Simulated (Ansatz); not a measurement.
# MnPb₇O₈

System: MnPb₇O₈, a cell of a measured crystal with one cation replaced (not relaxed); the cell holds 16 atoms. One Pb of COD entry 9012704 is replaced by Mn, with no charge compensation. Forces or pressure are large, so the cell is far from its computed equilibrium.

```xyz
16
Lattice="8.0078 0.0000 0.0000 0.0000 8.0078 0.0000 0.0000 0.0000 5.0712" Properties=species:S:1:pos:R:3 pbc="T T T"
Pb    0.0000    2.0019    1.1846
Mn    0.0000    6.0058    1.1846
Pb    4.0039    2.0019    1.1846
Pb    4.0039    6.0058    1.1846
Pb    2.0019    0.0000    3.8866
Pb    2.0019    4.0039    3.8866
Pb    6.0058    0.0000    3.8866
Pb    6.0058    4.0039    3.8866
O     0.0000    0.0000    0.0000
O     0.0000    4.0039    0.0000
O     4.0039    0.0000    0.0000
O     4.0039    4.0039    0.0000
O     2.0019    2.0019    0.0000
O     2.0019    6.0058    0.0000
O     6.0058    2.0019    0.0000
O     6.0058    6.0058    0.0000
```

Atoms are numbered from 1 in the order listed.

Method: DFT, PBE+U, PAW, plane waves, scalar-relativistic in Ansatz.

```yaml
Hubbard_term_Dudarev_form: U − J = 3.9 eV on Mn d, on Löwdin-orthonormalised all-electron atomic orbitals
Plane-wave_cutoff: 420 eV
k-point_mesh: 2×2×2 (Γ-centred)
Occupations: Gaussian smearing, 0.02 eV
Valence_electrons: 161
```

Moments by site are taken inside atomic spheres; the rest lies between them.

A static U favours moments and orbital order; the result depends on U and need not be the measured state. With one magnetic atom in the cell its copies can only be parallel; orders in a larger cell may lie lower.

The mesh is coarse, so energy differences (and at times their sign) aren't converged.

The order of the states may change once the cell relaxes. Only collinear orders within this cell were tried; the true ground state may need a larger cell.

In a plain SCF nothing is tried after convergence.

Problem. Which state comes out lowest among 12 converged runs with various starts and settings? Give the order, the site moments and the gap.

Solution. Spin-polarised, site moments Mn2 4.36 μB, total 5.00 μB per cell, a gap of 0.87 eV on the k-mesh.

Problem. What is the energy gained by magnetism, per atom?

Solution. 344 meV/atom (5.51 eV per cell); the unpolarised solution has no gap on the mesh and a pressure of -0.7 GPa against 0.4 GPa.

Launched as:
```sh
ansatz run input.yaml --threads 4 --pin off --max-ram 9216MiB --backend cpu --events-out ev --progress --plain --runs-dir out
```

Machine: 4 threads of Arm Neoverse V2 (shared host).

Problem. About how long does the run “usual moment times 1.4, plain SCF [Mn2 6.30 μB]” take there, and how much memory does it need?

Solution. 12 s, 1.2 GiB (14 iterations, 6 k-points after symmetry).
